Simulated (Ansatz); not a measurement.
The geometry is COD entry 9008517, unchecked; take it as a test cell. The listed cell was then made from it by scaling, straining or moving an atom.

Ti: DFT, PBEsol, all-electron PAW with datasets made for the crystal, scalar-relativistic (Ansatz 0.2.0). What sets it apart from a plain run of this crystal: equal xx and yy strain of +2 %.

Command: `ansatz run input.yaml --threads 1 --pin off --max-ram 3072MiB --backend cpu --events-out ev --progress --plain --runs-dir out` The run took 6.5 s on 1 thread of Intel(R) Xeon(R) 6975P-C (Granite Rapids), with other jobs on the host, peak memory 0.47 GiB.

```yaml
crystal:
  lattice:
    - [3.0089978176, 0.0, 0.0]
    - [-1.5044989088, 2.60586855, 0.0]
    - [0.0, 0.0, 4.686]
  atoms:
    - { symbol: Ti, position: [0.3333333333, 0.6666666667, 0.25] }
    - { symbol: Ti, position: [0.6666666667, 0.3333333333, 0.75] }
kpoints:
  mp_grid: { grid: [14, 14, 8] }
scf:
  occupations: { method: fermi_dirac, width: 0.05 }
hamiltonian:
  xc: pbesol
  pseudopotentials: { kind: all_electron, datasets: crystal }
output:
  forces: true
  stress: true
  eigenvalues: true
  efg: { contact_densities: true }
```

Output (standing set-up lines are left out):

```
hamiltonian.pseudopotentials.datasets: crystal makes datasets for this crystal and solves the spheres of its atoms anew in each pass: cutoff 240.0 eV, the density's 960.0 eV; for an error of 0.50 meV an atom under PBE, 1.0 meV for the cell; an energy difference from a run of another recipe may be off by several times the error for the cell, under r2SCAN by more, where some 0.1 meV an atom stays at smaller errors; Ti in spheres of 1.376 Å, 4 of its electrons in bands, 8 on its site; only band paths and densities of states list, in semicore columns, the levels of the semicore shells that are solved separately: 3s of Ti, 3p of Ti
Pseudopotential: Ti, paw, valence charge 12, recommended cutoff 240 eV (normal), Koelling and Harmon's equation, gaussian nucleus
Crystal: 2 atoms, lattice volume = 36.743 Å³
Basis set: ecut = 240 eV, 311 PW (Γ), exchange–correlation on 32×32×48 points (8 copies of the dense FFT grid, shifted against one another)
iter 1 solved again at ethr=1.96e-2 eV; its pass at ethr=1.00e-1 eV (dr2=1.56e0 eV) is discarded
SCF iter   1: F=—  HF=-46415.521249 eV  |F-HF|=—  |Δ(HF+E_count)|=         —  Δρ=6.21e-2  dr2=1.56e0  ethr=1.96e-2  ⟨swp⟩=2.0  Hψ=9679  notcnv=0
preconditioner: auto → none  [metal: Δε(μ)=0.018 eV  Ē_g=5.081 eV  σ=0.050 eV  W_gap=0.09  n_scr=2 (ndim 8)  ℏωp=17.3 eV  f_vac=0.000  D(μ)=1.81/eV (n_scr^D=22)  sad-step TF]
SCF iter   2: F=—  HF=-46415.088039 eV  |F-HF|=—  |Δ(HF+E_count)|=   4.33e-1  Δρ=2.15e-2  dr2=1.94e-1  ethr=1.95e-2  ⟨swp⟩=2.0  Hψ=3120  notcnv=0
iter 3 solved again at ethr=7.70e-5 eV; its pass at ethr=2.43e-3 eV (dr2=6.16e-3 eV) is discarded
SCF iter   3: F=—  HF=-46415.043476 eV  |F-HF|=—  |Δ(HF+E_count)|=   4.46e-2  Δρ=4.93e-3  dr2=6.20e-3  ethr=7.70e-5  ⟨swp⟩=2.5  Hψ=8309  notcnv=0  defer=7
SCF iter   4: F=—  HF=-46415.046526 eV  |F-HF|=—  |Δ(HF+E_count)|=   3.05e-3  Δρ=9.10e-4  dr2=1.71e-4  ethr=7.70e-5  ⟨swp⟩=3.0  Hψ=3511  notcnv=0  defer=4
SCF iter   5: F=—  HF=-46415.047648 eV  |F-HF|=—  |Δ(HF+E_count)|=   1.12e-3  Δρ=2.59e-4  dr2=1.35e-5  ethr=2.14e-6  ⟨swp⟩=3.0  Hψ=4408  notcnv=0  defer=1
SCF iter   6: F=—  HF=-46415.047652 eV  |F-HF|=—  |Δ(HF+E_count)|=   3.91e-6  Δρ=3.76e-5  dr2=2.81e-7  ethr=1.69e-7  ⟨swp⟩=2.2  Hψ=2187  notcnv=0  defer=1
SCF iter   7: F=-46415.047652 eV  HF=-46415.047652 eV  |F-HF|=1.13e-8  |Δ(HF+E_count)|=   1.59e-7  Δρ=7.13e-6  dr2=1.33e-8  ethr=3.51e-9  ⟨swp⟩=3.3  Hψ=2723  notcnv=0  defer=1
SCF 1 converged in 7 iterations: F = -46415.047651 eV  dr2 = 1.33e-8
  Residual-converged pass: ⟨swp⟩=3.9  Hψ=2850  notcnv=0  max |occ|·‖R‖ = 5.2e-6 eV (tolerance 5.3e-6 eV)  dr2=1.32e-8  dr2_onsite=1.22e-8  max |Δocc| = 2.8e-9
  greatest PAW one-centre occupation: 0.236 electrons in one spin orbital (limit 2), on the Ti atom at site 1 (counted from 0), in its partial waves of l = 2
SCF converged after 7 iterations
Free energy (F): -46415.047651 eV
Harris-Foulkes:  -46415.047651 eV  (|F-HF|=1.13e-8)
Internal energy: -46415.030114 eV  (E = F + TS)
E sigma→0 (E₀):  -46415.038882 eV
Entropy (-TS):   -0.017537 eV (-8.769 meV/atom)
Past the cutoff: the bands carry plane waves up to 1.75 times it, of which those up to 1.5 times it add -0.000353 eV an atom, each by itself; the spheres take 0.000127 eV an atom off the energy for waves past 1.75 times it
By the cutoff:   a pressure is off by up to 0.006 GPa (1.2 times the spheres' own share and the shells' term, over an atom's volume, and 0.004 GPa: a bound that held against runs at twice the plane waves)
Past the cutoffs: a stress includes 0.0041 GPa for waves and charges beyond them, in addition to the slope of what the spheres take
In the spheres:  the bands' charges fall short by 2.4e-7 e at most (sound up to 1e-3), those of shells solved beside the bands by 1.1e-6 e (sound up to 5e-4)
Fermi energy:    12.789886 eV
--- Per-component energies (eV) ---
  The terms above E_closure are by the made datasets' own strengths, without shells solved beside the bands.
--- Forces (eV/Å), atoms counted from 1 ---
  atom   1  Ti    -0.00000000     0.00000000     0.00000000
  atom   2  Ti    -0.00000000    -0.00000000     0.00000000
  max |Σ_I F_I| component: 1.11e-16 eV/Å
--- Stress (GPa, compression-positive) ---
       -9.888205      -0.000000       0.000000
       -0.000000      -9.888205       0.000000
        0.000000       0.000000      -8.570871
  P = ⅓ Tr σ = -9.4491 GPa (-94.491 kbar)
  It holds what live shells' own plane waves past their cutoff add
--- PAW observables at the nuclei: V_zz in 10²¹ V/m², potentials from the cell's mean, atoms counted from 1 ---
  atom   1  Ti V_zz =    +1.988265   η = 0.0000   by run symmetry: allowed
            electrostatic potential = -2528.473528 V   contact ρ = 56691.451232 e/Å³
  atom   2  Ti V_zz =    +1.988265   η = 0.0000   by run symmetry: allowed
            electrostatic potential = -2528.473528 V   contact ρ = 56691.451232 e/Å³
--- Band table (eV; the first three rows and the last of 120) ---
  k-point 0: bands = ["6.7223", "10.2409", "13.5091", "13.5091", "13.5682", "13.7326", "13.9975", "13.9975", "14.2317", "14.2317", "15.7376"]
  k-point 1: bands = ["6.8510", "10.1670", "13.3483", "13.4376", "13.4376", "13.6616", "13.9231", "13.9231", "14.3862", "14.3862", "15.7494"]
  k-point 2: bands = ["7.2261", "9.8772", "12.9682", "13.3413", "13.3413", "13.4655", "13.7449", "13.7449", "14.7179", "14.7179", "15.7407"]
  k-point 119: bands = ["11.4021", "11.4021", "11.9618", "11.9618", "12.5384", "12.5384", "14.3878", "14.3878", "15.7414", "15.7414", "18.7810"]
```
